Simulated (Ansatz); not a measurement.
# Property card for CrClO

CrClO:
```yaml
crystal:
  lattice:
    - [3.19197, 0.00000, 0.00000]
    - [0.00000, 3.86067, 0.00000]
    - [0.00000, 0.00000, 8.02359]
  atoms:
    - { symbol: Cr, position: [0.00000, 0.00000, 0.10478] }
    - { symbol: Cr, position: [0.50000, 0.50000, 0.89522] }
    - { symbol: Cl, position: [0.00000, 0.50000, 0.68429] }
    - { symbol: Cl, position: [0.50000, 0.00000, 0.31571] }
    - { symbol: O, position: [0.50000, 0.00000, 0.94865] }
    - { symbol: O, position: [0.00000, 0.50000, 0.05135] }
```
The run is spin-polarised; directions of the spins, atom by atom: ↑ ↑ 0 0 0 0.

Space group Pmmn (No. 59); conventional cell a = 3.1920 Å, b = 3.8607 Å, c = 8.0236 Å, α = β = γ = 90.00°.

Method: DFT-r²SCAN in the program Ansatz with PAW potentials. Geometry: relaxed at this level of theory. Other levels are named where they apply.

Cell and energy:

| Quantity | Result |
|---|---|
| Volume per atom | 16.48 Å³ |
| Density | 3.47 g/cm³ |
| Formation energy from the elements (no fitted shifts) | -190 kJ/mol-atom |

Electronic structure:

| Property | Value |
|---|---|
| Band gap | 1.57 eV (indirect) |
| Valence-band maximum | at Z (k = 0.000, 0.000, 0.500 in fractions of the reciprocal vectors) |
| Conduction-band minimum | on the Z–U line, 61 % of the way from Z (k = 0.307, 0.000, -0.500 in fractions of the reciprocal vectors) (2 equivalent valleys) |
| Smallest direct gap on the standard path | 1.73 eV |

Magnetism:

| Property | Value |
|---|---|
| Magnetic order | ferromagnetic |
| Net moment | 1.00 μB per atom |

The workflow started from a Materials Project entry (that database holds measured and hypothetical structures alike); the Crystallography Open Database copy checked does not list it. Its standing as an ambient phase is unchecked. The cell was relaxed with r²SCAN under the symmetry of its start; its stability against distortions is not shown here. Spin order of the final state: ferromagnetic, chosen from 5 collinear starts compared on coarse meshes (ties went to the first, and starts can fall back to one state), not a proven ground state. Other orbital occupations within this spin state were not tried. No Hubbard U is applied. A crystal of weakly bound layers computed without a dispersion correction: the cell and the soft elastic constants depend strongly on that. The references are the lowest solids computed at this level, not always the standard phases (solids in place of the gases).

Potentials: the later of the program's two PAW sets.
